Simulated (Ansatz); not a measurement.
**Notes on YH$_{3}$O$_{3}$**

```
O H Y
1.0
     6.23519    0.00000    0.00000
    -3.11759    5.39983    0.00000
     0.00000    0.00000    3.52939
O H Y
6 6 2
Direct
  0.39580 0.31160 0.25000
  0.08420 0.39580 0.75000
  0.68840 0.08420 0.25000
  0.60420 0.68840 0.75000
  0.91580 0.60420 0.25000
  0.31160 0.91580 0.75000
  0.25846 0.14366 0.25000
  0.11480 0.25846 0.75000
  0.85634 0.11480 0.25000
  0.74154 0.85634 0.75000
  0.88520 0.74154 0.25000
  0.14366 0.88520 0.75000
  0.33333 0.66667 0.25000
  0.66667 0.33333 0.75000
```

Single point in Ansatz 0.2.0 with r2SCAN, no spin polarisation. Cutoff 500 eV, PAW datasets, 5×5×7 Γ-centred k mesh, fermi-dirac filling (width 0.1 eV).

Forces: The largest is on H12 (and as large on other atoms): 0.39 eV/Å, components (0.36, -0.15, 0.00). It makes 33° with the line to a nearest neighbour, O6 at 0.97 Å, pointing towards it.
Electronic structure: The gap is 3.82 eV, direct at the points sampled.
Band edges: Within 0.7 eV of the edges, the states project mainly on O p (96 %) below the gap and on H s (45 %), O p (23 %) and O s (14 %) above it.
Charges: Bader charges in e: Y +2.31, H +0.52, O -1.29. In the mean Y gives up most and O takes most.
Stress: The pressure is 1.0 GPa (compression positive), so with the atoms held at these fractions the cell would first expand. The principal stresses 0.3, 0.3, 2.5 GPa differ, so its shape would change too.

Origin: a database entry at a rescaled volume.
